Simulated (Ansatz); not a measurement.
BN (rock salt, Fm-3m) at seven volumes, DFT-PBEsol in the program Ansatz with PAW potentials, scaled uniformly. One row is withheld.

```
V (Å³/atom)  P (GPa)
-----------  -------
4.805          45.07
4.963          27.81
5.122          12.91
5.280           0.03
5.438         -11.12
5.597              ?
5.755         -29.07
```

Question: Fit the shown pressures and predict the withheld one.

Answer: P = (3/2)B₀(x^(7/2) − x^(5/2))[1 + (3/4)(B′ − 4)(x − 1)] with x = (V₀/V)^(2/3). Least squares on the six rows gives V₀ = 5.280 Å³/atom, B₀ = 399 GPa, B′ = 3.84. At V = 5.597, x = 0.9619 and P = -20.80 GPa. The run itself gave -20.74 GPa.

The start of the workflow was typed in or built on a structure type; neither database checked (COD, Materials Project) lists it. It is not the phase usual at ambient conditions (space group No. 186, 194, 216). The cell was relaxed with PBEsol under the symmetry of its start. At this level the phase is dynamically unstable (imaginary phonons). Its formation energy is positive at this level, so the cell may be metastable or incomplete.

Potentials: the later of the program's two PAW sets.
